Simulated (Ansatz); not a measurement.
Ansatz input file:

```yaml
crystal:
  lattice:
    - [-2.083, 2.083, 6.573]
    - [2.083, -2.083, 6.573]
    - [2.083, 2.083, -6.573]
  atoms:
    - { symbol: Rb, position: [0.3451, 0.3451, 0.0] }
    - { symbol: Rb, position: [0.6549, 0.6549, 0.0] }
    - { symbol: Ni, position: [0.0, 0.0, 0.0], spin: 1.28 }
    - { symbol: O, position: [0.1273, 0.1273, 0.0], spin: 0.34 }
    - { symbol: O, position: [0.8727, 0.8727, 0.0], spin: 0.34 }
basis:
  ecutwfc: 420
kpoints:
  mp_grid: { grid: [10, 10, 10] }
hamiltonian:
  xc: pbesol
scf:
  occupations: { method: gaussian, width: 0.02 }
output:
  forces: true
  stress: true
  eigenvalues: true
  populations: true
  write_density: true
  write_potential: true
  elf: true
  volumetric_format: npy
magnetization:
  spin_polarized: true
relax:
  adjacent_minimum: "off"
  f_tol: 0.01
  max_steps: 40
```

Command:
```bash
ansatz run input.yaml --threads 1 --pin off --max-ram 2560MiB --backend cpu --events-out ev --progress --plain --runs-dir out
```

All numbers below come from DFT PBEsol, scalar-relativistic, plane waves, PAW in Ansatz 0.2.0.

From the run's log, abridged (iterations and final results):

```
SCF iter   1: F=—  HF=-13361.955181 eV  |F-HF|=—  |Δ(HF+E_count)|=         —  Δρ=6.19e-2 (↑4.30e-2 ↓6.19e-2) dr2=9.05e0  dr2_m=4.33e-1  M=2.000 μB ∫|m|=2.164 μB  β_m=0.30  ethr=3.10e-3  ⟨swp⟩=7.5  Hψ=28182  notcnv=0
Mixer restart at iter 1: flushing history
spin=Collinear: Resta preconditioning applied to the charge; magnetization (m = ρ↑ − ρ↓) channel mixes plain (no charge-response kernel on spin).
SCF iter   2: F=—  HF=-13358.936761 eV  |F-HF|=—  |Δ(HF+E_count)|=    3.02e0  Δρ=3.46e-2 (↑1.96e-2 ↓3.46e-2) dr2=1.94e0  dr2_m=2.12e-1  M=2.000 μB ∫|m|=2.177 μB  β_m=0.41  ethr=3.10e-3  ⟨swp⟩=3.0  Hψ=13324  notcnv=0  defer=250
SCF iter   3: F=—  HF=-13359.796656 eV  |F-HF|=—  |Δ(HF+E_count)|=   8.60e-1  Δρ=1.83e-2 (↑9.66e-3 ↓1.83e-2) dr2=4.48e-1  dr2_m=6.64e-2  M=2.000 μB ∫|m|=2.209 μB  β_m=0.45  ethr=3.10e-3  ⟨swp⟩=3.9  Hψ=12577  notcnv=0  defer=250
SCF iter   4: F=—  HF=-13360.608895 eV  |F-HF|=—  |Δ(HF+E_count)|=   8.12e-1  Δρ=9.17e-3 (↑9.17e-3 ↓8.84e-3) dr2=2.38e-1  dr2_m=1.81e-2  M=2.000 μB ∫|m|=2.217 μB  β_m=0.51  ethr=9.34e-4  ⟨swp⟩=3.0  Hψ=11459  notcnv=0  defer=255
SCF iter   5: F=—  HF=-13361.031306 eV  |F-HF|=—  |Δ(HF+E_count)|=         —  Δρ=3.33e-3 (↑3.33e-3 ↓2.79e-3) dr2=4.82e-2  dr2_m=1.75e-3  M=2.000 μB ∫|m|=2.238 μB  β_m=0.51  ethr=4.95e-4  ⟨swp⟩=3.5  Hψ=11603  notcnv=0  defer=255
Mixer restart at iter 5: flushing history
SCF iter   6: F=—  HF=-13361.058268 eV  |F-HF|=—  |Δ(HF+E_count)|=   2.70e-2  Δρ=3.15e-3 (↑1.75e-3 ↓3.15e-3) dr2=2.26e-2  dr2_m=1.25e-3  M=2.000 μB ∫|m|=2.247 μB  β_m=0.59  ethr=1.01e-4  ⟨swp⟩=3.0  Hψ=10173  notcnv=0  defer=255
SCF iter   7: F=—  HF=-13361.064682 eV  |F-HF|=—  |Δ(HF+E_count)|=   6.41e-3  Δρ=2.37e-3 (↑2.12e-3 ↓2.37e-3) dr2=2.13e-2  dr2_m=2.29e-4  M=2.000 μB ∫|m|=2.248 μB  β_m=0.56  ethr=4.70e-5  ⟨swp⟩=3.0  Hψ=13658  notcnv=0  defer=257
SCF iter   8: F=—  HF=-13361.066524 eV  |F-HF|=—  |Δ(HF+E_count)|=   1.84e-3  Δρ=4.01e-4 (↑2.90e-4 ↓4.01e-4) dr2=6.35e-4  dr2_m=2.46e-5  M=2.000 μB ∫|m|=2.256 μB  β_m=0.74  ethr=4.44e-5  ⟨swp⟩=3.0  Hψ=9685  notcnv=0  defer=257
SCF iter   9: F=—  HF=-13361.067721 eV  |F-HF|=—  |Δ(HF+E_count)|=   1.20e-3  Δρ=1.54e-4 (↑1.53e-4 ↓1.54e-4) dr2=8.37e-5  dr2_m=7.30e-7  M=2.000 μB ∫|m|=2.258 μB  β_m=0.77  ethr=1.32e-6  ⟨swp⟩=2.0  Hψ=10791  notcnv=0  defer=257
SCF iter  10: F=—  HF=-13361.067839 eV  |F-HF|=—  |Δ(HF+E_count)|=   1.17e-4  Δρ=6.24e-5 (↑6.24e-5 ↓4.94e-5) dr2=9.90e-6  dr2_m=1.79e-7  M=2.000 μB ∫|m|=2.258 μB  β_m=0.85  ethr=1.74e-7  ⟨swp⟩=2.0  Hψ=9792  notcnv=0  defer=257
SCF iter  11: F=—  HF=-13361.067854 eV  |F-HF|=—  |Δ(HF+E_count)|=   1.53e-5  Δρ=1.68e-5 (↑9.89e-6 ↓1.68e-5) dr2=5.82e-7  dr2_m=9.24e-8  M=2.000 μB ∫|m|=2.258 μB  β_m=0.92  ethr=2.06e-8  ⟨swp⟩=2.0  Hψ=9765  notcnv=0  defer=257
SCF iter  12: F=-13361.067855 eV  HF=-13361.067855 eV  |F-HF|=2.26e-7  |Δ(HF+E_count)|=   1.33e-6  Δρ=1.32e-5 (↑6.51e-6 ↓1.32e-5) dr2=3.26e-7  dr2_m=1.72e-8  M=2.000 μB ∫|m|=2.258 μB  ethr=1.21e-9  ⟨swp⟩=14.6  Hψ=54280  notcnv=0
SCF 1 converged in 12 iterations: F = -13361.067855 eV  dr2 = 3.26e-7
relax step   1: F+E_penalty+E_count = -13361.06785494 eV  Δ(F+E_penalty+E_count) = +0.000e0 eV  max|allowed force component| = 4.100e-1 eV/Å  Δτ_max = 0.0000 Å  (12 SCF iters, dr2 threshold 2.50e-6 eV, accepted)
Initial density: handed on by an earlier stage of this run
Starting moments: Σ|m| = 1.96 μB on 3 of 5 sites; this step starts from the density that it was given
Initial wavefunctions: those handed on with the density
SCF iter   1: F=—  HF=-13361.149259 eV  |F-HF|=—  |Δ(HF+E_count)|=         —  Δρ=6.71e-3 (↑4.50e-3 ↓6.71e-3) dr2=3.39e-1  dr2_m=7.72e-3  M=2.000 μB ∫|m|=2.268 μB  β_m=0.30  ethr=6.86e-4  ⟨swp⟩=1.0  Hψ=28126  notcnv=0  defer=133
spin=Collinear: Resta preconditioning applied to the charge; magnetization (m = ρ↑ − ρ↓) channel mixes plain (no charge-response kernel on spin).
SCF iter   2: F=—  HF=-13361.106727 eV  |F-HF|=—  |Δ(HF+E_count)|=   4.25e-2  Δρ=3.47e-3 (↑3.38e-3 ↓3.47e-3) dr2=1.57e-1  dr2_m=2.26e-3  M=2.000 μB ∫|m|=2.269 μB  β_m=0.54  ethr=6.86e-4  ⟨swp⟩=2.0  Hψ=7010  notcnv=0  defer=322
SCF iter   3: F=—  HF=-13361.068305 eV  |F-HF|=—  |Δ(HF+E_count)|=   3.84e-2  Δρ=4.02e-3 (↑2.89e-3 ↓4.02e-3) dr2=4.04e-2  dr2_m=4.71e-4  M=2.000 μB ∫|m|=2.265 μB  β_m=0.44  ethr=3.26e-4  ⟨swp⟩=3.1  Hψ=13464  notcnv=0  defer=270
SCF iter   4: F=—  HF=-13361.058137 eV  |F-HF|=—  |Δ(HF+E_count)|=   1.02e-2  Δρ=1.56e-3 (↑7.53e-4 ↓1.56e-3) dr2=4.54e-3  dr2_m=3.41e-4  M=2.000 μB ∫|m|=2.268 μB  β_m=0.55  ethr=8.42e-5  ⟨swp⟩=3.0  Hψ=12027  notcnv=0  defer=270
SCF iter   5: F=—  HF=-13361.058731 eV  |F-HF|=—  |Δ(HF+E_count)|=   5.93e-4  Δρ=5.77e-4 (↑2.20e-4 ↓5.77e-4) dr2=9.63e-4  dr2_m=8.60e-5  M=2.000 μB ∫|m|=2.267 μB  β_m=0.68  ethr=9.47e-6  ⟨swp⟩=2.4  Hψ=11051  notcnv=0  defer=266
SCF iter   6: F=—  HF=-13361.058789 eV  |F-HF|=—  |Δ(HF+E_count)|=   5.80e-5  Δρ=2.24e-4 (↑1.17e-4 ↓2.24e-4) dr2=1.02e-4  dr2_m=1.23e-5  M=2.000 μB ∫|m|=2.266 μB  β_m=0.81  ethr=2.01e-6  ⟨swp⟩=2.1  Hψ=9240  notcnv=0  defer=266
SCF iter   7: F=—  HF=-13361.058826 eV  |F-HF|=—  |Δ(HF+E_count)|=   3.77e-5  Δρ=1.33e-4 (↑5.64e-5 ↓1.33e-4) dr2=2.76e-5  dr2_m=1.98e-6  M=2.000 μB ∫|m|=2.266 μB  β_m=0.91  ethr=2.12e-7  ⟨swp⟩=2.0  Hψ=9384  notcnv=0  defer=266
SCF iter   8: F=—  HF=-13361.058834 eV  |F-HF|=—  |Δ(HF+E_count)|=   8.08e-6  Δρ=4.89e-5 (↑2.29e-5 ↓4.89e-5) dr2=5.07e-6  dr2_m=2.34e-7  M=2.000 μB ∫|m|=2.266 μB  β_m=0.95  ethr=5.75e-8  ⟨swp⟩=2.1  Hψ=8846  notcnv=0  defer=266
SCF iter   9: F=-13361.058836 eV  HF=-13361.058836 eV  |F-HF|=4.26e-7  |Δ(HF+E_count)|=   1.53e-6  Δρ=2.25e-5 (↑4.73e-6 ↓2.25e-5) dr2=6.93e-7  dr2_m=9.57e-8  M=2.000 μB ∫|m|=2.266 μB  ethr=1.06e-8  ⟨swp⟩=13.8  Hψ=49572  notcnv=0
SCF 2 converged in 9 iterations: F = -13361.058836 eV  dr2 = 6.93e-7
relax step   2: F+E_penalty+E_count = -13361.05883554 eV  Δ(F+E_penalty+E_count) = +9.019e-3 eV  max|allowed force component| = 2.506e-1 eV/Å  Δτ_max = 0.1625 Å  (9 SCF iters, dr2 threshold 1.05e-5 eV, rejected (line search))
SCF iter   1: F=—  HF=-13361.111593 eV  |F-HF|=—  |Δ(HF+E_count)|=         —  Δρ=3.56e-3 (↑2.59e-3 ↓3.56e-3) dr2=1.07e-1  dr2_m=2.28e-3  M=2.000 μB ∫|m|=2.259 μB  β_m=0.30  ethr=2.35e-3  ⟨swp⟩=4.6  Hψ=15681  notcnv=0  defer=239
spin=Collinear: Resta preconditioning applied to the charge; magnetization (m = ρ↑ − ρ↓) channel mixes plain (no charge-response kernel on spin).
SCF iter   2: F=—  HF=-13361.099953 eV  |F-HF|=—  |Δ(HF+E_count)|=   1.16e-2  Δρ=2.04e-3 (↑1.91e-3 ↓2.04e-3) dr2=5.27e-2  dr2_m=8.67e-4  M=2.000 μB ∫|m|=2.260 μB  β_m=0.58  ethr=2.23e-4  ⟨swp⟩=2.1  Hψ=8701  notcnv=0  defer=255
SCF iter   3: F=—  HF=-13361.084221 eV  |F-HF|=—  |Δ(HF+E_count)|=   1.57e-2  Δρ=1.08e-3 (↑1.08e-3 ↓1.07e-3) dr2=4.28e-3  dr2_m=1.98e-6  M=2.000 μB ∫|m|=2.262 μB  β_m=0.52  ethr=1.10e-4  ⟨swp⟩=3.0  Hψ=11119  notcnv=0  defer=255
SCF iter   4: F=—  HF=-13361.083375 eV  |F-HF|=—  |Δ(HF+E_count)|=   8.46e-4  Δρ=1.14e-3 (↑4.98e-4 ↓1.14e-3) dr2=2.12e-3  dr2_m=1.74e-4  M=2.000 μB ∫|m|=2.261 μB  β_m=0.50  ethr=8.91e-6  ⟨swp⟩=2.1  Hψ=11787  notcnv=0  defer=255
SCF iter   5: F=—  HF=-13361.083289 eV  |F-HF|=—  |Δ(HF+E_count)|=   8.58e-5  Δρ=4.02e-4 (↑1.95e-4 ↓4.02e-4) dr2=3.53e-4  dr2_m=4.32e-5  M=2.000 μB ∫|m|=2.261 μB  β_m=0.66  ethr=4.41e-6  ⟨swp⟩=2.0  Hψ=8353  notcnv=0  defer=255
SCF iter   6: F=—  HF=-13361.083335 eV  |F-HF|=—  |Δ(HF+E_count)|=   4.54e-5  Δρ=1.26e-4 (↑5.17e-5 ↓1.26e-4) dr2=5.83e-5  dr2_m=2.63e-6  M=2.000 μB ∫|m|=2.262 μB  β_m=0.75  ethr=7.35e-7  ⟨swp⟩=2.1  Hψ=8985  notcnv=0  defer=255
SCF iter   7: F=—  HF=-13361.083339 eV  |F-HF|=—  |Δ(HF+E_count)|=   4.19e-6  Δρ=8.44e-5 (↑3.92e-5 ↓8.44e-5) dr2=1.29e-5  dr2_m=6.71e-7  M=2.000 μB ∫|m|=2.262 μB  β_m=0.88  ethr=1.22e-7  ⟨swp⟩=2.0  Hψ=9386  notcnv=0  defer=255
SCF iter   8: F=—  HF=-13361.083343 eV  |F-HF|=—  |Δ(HF+E_count)|=   4.41e-6  Δρ=2.66e-5 (↑1.45e-5 ↓2.66e-5) dr2=2.01e-6  dr2_m=5.57e-8  M=2.000 μB ∫|m|=2.262 μB  β_m=0.94  ethr=2.68e-8  ⟨swp⟩=2.1  Hψ=8011  notcnv=0  defer=255
SCF iter   9: F=—  HF=-13361.083344 eV  |F-HF|=—  |Δ(HF+E_count)|=   7.01e-7  Δρ=9.06e-6 (↑2.96e-6 ↓9.06e-6) dr2=1.38e-7  dr2_m=1.20e-8  M=2.000 μB ∫|m|=2.262 μB  β_m=0.97  ethr=4.18e-9  ⟨swp⟩=2.0  Hψ=9384  notcnv=0  defer=255
SCF iter  10: F=—  HF=-13361.083344 eV  |F-HF|=—  |Δ(HF+E_count)|=   7.50e-8  Δρ=8.61e-7 (↑8.61e-7 ↓8.12e-7) dr2=2.77e-9  dr2_m=1.06e-10  M=2.000 μB ∫|m|=2.262 μB  β_m=0.97  ethr=2.88e-10  ⟨swp⟩=2.0  Hψ=9542  notcnv=0  defer=255
SCF iter  11: F=-13361.083344 eV  HF=-13361.083344 eV  |F-HF|=1.78e-9  |Δ(HF+E_count)|=   7.66e-9  Δρ=1.30e-6 (↑2.69e-7 ↓1.30e-6) dr2=2.77e-9  dr2_m=3.03e-10  M=2.000 μB ∫|m|=2.262 μB  ethr=5.78e-12  ⟨swp⟩=11.9  Hψ=41326  notcnv=0
SCF 3 converged in 11 iterations: F = -13361.083344 eV  dr2 = 2.77e-9
relax step   3: F+E_penalty+E_count = -13361.08334397 eV  Δ(F+E_penalty+E_count) = -1.549e-2 eV  max|allowed force component| = 1.542e-1 eV/Å  Δτ_max = 0.0686 Å  (11 SCF iters, accepted)
SCF iter   1: F=—  HF=-13361.084078 eV  |F-HF|=—  |Δ(HF+E_count)|=         —  Δρ=1.14e-3 (↑6.15e-4 ↓1.14e-3) dr2=2.06e-3  dr2_m=1.52e-4  M=2.000 μB ∫|m|=2.262 μB  β_m=0.65  ethr=2.14e-5  ⟨swp⟩=3.6  Hψ=13976  notcnv=0  defer=263
spin=Collinear: Resta preconditioning applied to the charge; magnetization (m = ρ↑ − ρ↓) channel mixes plain (no charge-response kernel on spin).
SCF iter   2: F=—  HF=-13361.083837 eV  |F-HF|=—  |Δ(HF+E_count)|=   2.40e-4  Δρ=7.68e-4 (↑7.68e-4 ↓6.86e-4) dr2=1.22e-3  dr2_m=2.06e-5  M=2.000 μB ∫|m|=2.263 μB  β_m=0.35  ethr=4.28e-6  ⟨swp⟩=2.0  Hψ=13601  notcnv=0  defer=263
SCF iter   3: F=—  HF=-13361.083683 eV  |F-HF|=—  |Δ(HF+E_count)|=   1.54e-4  Δρ=2.37e-4 (↑1.44e-4 ↓2.37e-4) dr2=6.33e-5  dr2_m=2.19e-5  M=2.000 μB ∫|m|=2.263 μB  β_m=0.49  ethr=2.55e-6  ⟨swp⟩=2.0  Hψ=11679  notcnv=0  defer=263
SCF iter   4: F=—  HF=-13361.083853 eV  |F-HF|=—  |Δ(HF+E_count)|=   1.70e-4  Δρ=1.63e-4 (↑5.66e-5 ↓1.63e-4) dr2=4.76e-5  dr2_m=5.64e-6  M=2.000 μB ∫|m|=2.263 μB  β_m=0.74  ethr=1.32e-7  ⟨swp⟩=2.0  Hψ=9489  notcnv=0  defer=263
SCF iter   5: F=—  HF=-13361.083980 eV  |F-HF|=—  |Δ(HF+E_count)|=   1.27e-4  Δρ=1.21e-4 (↑3.08e-5 ↓1.21e-4) dr2=2.59e-5  dr2_m=3.03e-6  M=2.000 μB ∫|m|=2.263 μB  β_m=0.85  ethr=9.91e-8  ⟨swp⟩=2.1  Hψ=8988  notcnv=0  defer=263
SCF iter   6: F=—  HF=-13361.084007 eV  |F-HF|=—  |Δ(HF+E_count)|=   2.71e-5  Δρ=5.09e-5 (↑4.09e-5 ↓5.09e-5) dr2=5.75e-6  dr2_m=9.12e-8  M=2.000 μB ∫|m|=2.263 μB  β_m=0.85  ethr=5.40e-8  ⟨swp⟩=2.0  Hψ=10903  notcnv=0  defer=263
SCF iter   7: F=—  HF=-13361.084009 eV  |F-HF|=—  |Δ(HF+E_count)|=   1.89e-6  Δρ=1.38e-5 (↑1.12e-5 ↓1.38e-5) dr2=4.43e-7  dr2_m=4.82e-9  M=2.000 μB ∫|m|=2.263 μB  β_m=0.92  ethr=1.20e-8  ⟨swp⟩=2.0  Hψ=9686  notcnv=0  defer=263
SCF iter   8: F=-13361.084009 eV  HF=-13361.084009 eV  |F-HF|=3.31e-7  |Δ(HF+E_count)|=   2.60e-7  Δρ=1.71e-5 (↑3.37e-6 ↓1.71e-5) dr2=3.80e-7  dr2_m=5.19e-8  M=2.000 μB ∫|m|=2.263 μB  ethr=9.23e-10  ⟨swp⟩=12.7  Hψ=44570  notcnv=0
SCF 4 converged in 8 iterations: F = -13361.084009 eV  dr2 = 3.80e-7
relax step   4: F+E_penalty+E_count = -13361.08400889 eV  Δ(F+E_penalty+E_count) = -6.649e-4 eV  max|allowed force component| = 6.309e-2 eV/Å  Δτ_max = 0.0070 Å  (8 SCF iters, dr2 threshold 1.49e-6 eV, accepted)
SCF iter   1: F=—  HF=-13361.084142 eV  |F-HF|=—  |Δ(HF+E_count)|=         —  Δρ=3.31e-4 (↑1.73e-4 ↓3.31e-4) dr2=1.66e-4  dr2_m=1.32e-5  M=2.000 μB ∫|m|=2.263 μB  β_m=0.65  ethr=2.91e-6  ⟨swp⟩=2.0  Hψ=12381  notcnv=0  defer=259
spin=Collinear: Resta preconditioning applied to the charge; magnetization (m = ρ↑ − ρ↓) channel mixes plain (no charge-response kernel on spin).
SCF iter   2: F=—  HF=-13361.084126 eV  |F-HF|=—  |Δ(HF+E_count)|=   1.59e-5  Δρ=2.21e-4 (↑2.21e-4 ↓1.93e-4) dr2=9.61e-5  dr2_m=1.82e-6  M=2.000 μB ∫|m|=2.262 μB  β_m=0.35  ethr=3.46e-7  ⟨swp⟩=2.0  Hψ=13110  notcnv=0  defer=262
SCF iter   3: F=—  HF=-13361.084113 eV  |F-HF|=—  |Δ(HF+E_count)|=   1.27e-5  Δρ=6.83e-5 (↑4.13e-5 ↓6.83e-5) dr2=3.34e-6  dr2_m=1.88e-6  M=2.000 μB ∫|m|=2.263 μB  β_m=0.48  ethr=2.00e-7  ⟨swp⟩=2.0  Hψ=11029  notcnv=0  defer=258
SCF iter   4: F=—  HF=-13361.084127 eV  |F-HF|=—  |Δ(HF+E_count)|=   1.44e-5  Δρ=4.58e-5 (↑1.61e-5 ↓4.58e-5) dr2=3.36e-6  dr2_m=4.77e-7  M=2.000 μB ∫|m|=2.262 μB  β_m=0.74  ethr=6.96e-9  ⟨swp⟩=2.0  Hψ=10302  notcnv=0  defer=258
SCF iter   5: F=—  HF=-13361.084138 eV  |F-HF|=—  |Δ(HF+E_count)|=   1.04e-5  Δρ=4.11e-5 (↑9.62e-6 ↓4.11e-5) dr2=2.79e-6  dr2_m=3.27e-7  M=2.000 μB ∫|m|=2.262 μB  β_m=0.76  ethr=6.96e-9  ⟨swp⟩=2.0  Hψ=8368  notcnv=0  defer=258
SCF iter   6: F=—  HF=-13361.084142 eV  |F-HF|=—  |Δ(HF+E_count)|=   3.74e-6  Δρ=1.19e-5 (↑1.12e-5 ↓1.19e-5) dr2=3.47e-7  dr2_m=4.12e-9  M=2.000 μB ∫|m|=2.263 μB  β_m=0.85  ethr=5.82e-9  ⟨swp⟩=2.0  Hψ=10812  notcnv=0  defer=258
SCF iter   7: F=-13361.084142 eV  HF=-13361.084142 eV  |F-HF|=1.37e-8  |Δ(HF+E_count)|=   2.60e-8  Δρ=2.65e-6 (↑2.48e-6 ↓2.65e-6) dr2=1.97e-8  dr2_m=1.97e-10  M=2.000 μB ∫|m|=2.263 μB  ethr=7.22e-10  ⟨swp⟩=10.5  Hψ=42721  notcnv=0
SCF 5 converged in 7 iterations: F = -13361.084142 eV  dr2 = 1.97e-8
relax step   5: F+E_penalty+E_count = -13361.08414153 eV  Δ(F+E_penalty+E_count) = -1.326e-4 eV  max|allowed force component| = 4.563e-4 eV/Å  Δτ_max = 0.0020 Å  (7 SCF iters, dr2 threshold 5.63e-7 eV, accepted)
SCF iter   1: F=—  HF=-13361.084142 eV  |F-HF|=—  |Δ(HF+E_count)|=         —  Δρ=2.48e-6 (↑2.48e-6 ↓1.85e-6) dr2=1.46e-8  dr2_m=3.50e-10  M=2.000 μB ∫|m|=2.263 μB  β_m=0.65  ethr=3.04e-11  ⟨swp⟩=1.0  Hψ=17136  notcnv=0
spin=Collinear: Resta preconditioning applied to the charge; magnetization (m = ρ↑ − ρ↓) channel mixes plain (no charge-response kernel on spin).
SCF iter   2: F=-13361.084141 eV  HF=-13361.084142 eV  |F-HF|=5.54e-8  |Δ(HF+E_count)|=   3.57e-9  Δρ=5.51e-6 (↑2.07e-6 ↓5.51e-6) dr2=5.50e-8  dr2_m=3.54e-9  M=2.000 μB ∫|m|=2.263 μB  ethr=3.04e-11  ⟨swp⟩=6.0  Hψ=36273  notcnv=0
SCF 6 converged in 2 iterations: F = -13361.084141 eV  dr2 = 5.50e-8
relax step   6: F+E_penalty+E_count = -13361.08414149 eV  Δ(F+E_penalty+E_count) = +3.869e-8 eV  max|allowed force component| = 2.336e-4 eV/Å  Δτ_max = 0.0000 Å  (2 SCF iters, accepted)
SCF converged after 2 iterations
Magnetization: 2.0000 μB (25.0000 up, 23.0000 down)
Absolute magnetization: 2.2627 μB (∫|ρ↑−ρ↓|, with the PAW one-centre terms)
Spin contamination: 0.0135 ħ² per cell (⟨S²⟩ above its minimum at these occupations)
Per-site moments (μB) at R_I (Å): [(0.00277818, 1.20279227), (0.00277818, 1.20279227), (1.16811468, 0.69495354), (0.31244123, 0.69495354), (0.31244123, 0.69495354)]
Free energy (F): -13361.084141 eV
Harris-Foulkes:  -13361.084142 eV  (|F-HF|=5.54e-8)
Internal energy: -13361.084141 eV  (E = F + TS)
E sigma→0 (E₀):  -13361.084141 eV
Fermi energy:    5.398485 eV
--- Per-component energies (eV) ---
  E_band       = -682.220155
  E_kinetic    = 1009.634145
  E_local      = -7741.597604  (includes V_loc(G=0)·N_el)
  E_nonlocal   = 1077.556044
  E_hartree    = 3098.364431
  E_xc         = -487.163251
  E_vxc        = -566.696007  (∫ρ·V_xc dr)
  E_paw        = -7030.886844  (= ΣΔE_a)
  E_vpaw       = -657.829942  (= ΣTr[D̂ρ^β])
  E_aug_tail   = 0.005445  (compensation charges beyond the density's cutoff)
  E_ewald      = -3287.511715
  E_core_change = 0.515206  (= ΣΔE_core)
  E_smearing   =  0.000000  (= −TS)
--- Forces (eV/Å), atoms counted from 1 ---
  atom   1  Rb     0.00000000     0.00000000    -0.00001994
  atom   2  Rb     0.00000000     0.00000000     0.00001994
  atom   3  Ni     0.00000000     0.00000000     0.00000000
  atom   4  O      0.00000000     0.00000000    -0.00023360
  atom   5  O      0.00000000     0.00000000     0.00023360
--- Stress (GPa, compression-positive) ---
       -0.736179       0.000000       0.000000
        0.000000      -0.736179       0.000000
        0.000000       0.000000      -1.242527
  P = ⅓ Tr σ = -0.9050 GPa (-9.050 kbar)
--- Band table (eV; the first three rows and the last of 204) ---
  k-point 0 ↑: bands = ["-98.7847", "-60.3650", "-58.7348", "-58.7348", "-20.9675", "-20.8783", "-12.3574", "-11.8478", "-5.5281", "-5.0372", "-5.0372", "-4.8621", "-4.8621", "-4.8077", "0.0815", "0.9547", "0.9547", "2.5469", "2.8194", "2.8194", "3.4714", "3.5205", "3.6188", "4.7000", "4.7000", "7.5281", "9.7438", "10.7107", "11.0262", "11.0265"]
  k-point 1 ↑: bands = ["-98.7847", "-60.3650", "-58.7349", "-58.7349", "-20.9597", "-20.8774", "-12.3664", "-11.8557", "-5.5062", "-5.0737", "-5.0000", "-4.8882", "-4.8634", "-4.8145", "0.0882", "0.8888", "0.9505", "2.5514", "2.6227", "2.7897", "3.4995", "3.6109", "3.6210", "4.6116", "4.6862", "7.6974", "9.9822", "10.6174", "10.9739", "11.3159"]
  k-point 2 ↑: bands = ["-98.7847", "-60.3650", "-58.7349", "-58.7349", "-20.9396", "-20.8756", "-12.3819", "-11.8670", "-5.4424", "-5.1678", "-4.9711", "-4.9561", "-4.9233", "-4.8118", "0.1024", "0.7720", "0.9428", "2.3699", "2.5637", "2.7322", "3.5626", "3.5875", "3.8118", "4.4817", "4.6608", "8.0862", "10.2090", "10.4976", "10.7193", "11.9406"]
  k-point 101 ↓: bands = ["-97.2004", "-58.3666", "-57.4352", "-57.4352", "-20.9463", "-20.8933", "-11.8053", "-11.2105", "-5.2447", "-5.0902", "-5.0484", "-5.0484", "-4.8256", "-4.8256", "0.5326", "2.1645", "2.1645", "2.8836", "3.5509", "3.5509", "3.6081", "4.2844", "4.4900", "6.1835", "6.1835", "8.9529", "9.4991", "9.5394", "11.0111", "11.0111"]
--- Relaxed structure (6 steps of the walk, 5 accepted, 0 SCFs on fresh bases) ---
  F+E_penalty+E_count = -13361.08414149 eV   max|allowed force component| = 2.336e-4 eV/Å
  atoms:
    - { symbol: Rb, position: [0.34996165, 0.34996165, 0.0] }
    - { symbol: Rb, position: [0.65003834, 0.65003834, 0.0] }
    - { symbol: Ni, position: [0.0, 0.0, 0.0] }
    - { symbol: O, position: [0.12815577, 0.12815577, 0.0] }
    - { symbol: O, position: [0.87184422, 0.87184422, 0.0] }
--- Löwdin populations: 5 sites ---
  site symbol q [e]    m [muB]
     0     Rb      8.2221    -0.0097
     1     Rb      8.2221    -0.0097
     2     Ni     17.3622     1.1253
     3      O      6.9402     0.4580
     4      O      6.9402     0.4580
  spilling = 0.006526 (of n_electrons = 48.000000)
```

The relaxation met its thresholds.

It took 2.5 min on 1 thread of Intel(R) Xeon(R) 6975P-C (Granite Rapids), with other jobs on the host, peak memory 0.81 GiB.

The cell holds one magnetic atom, so it can only be ferromagnetic; an antiferromagnetic order may lie lower.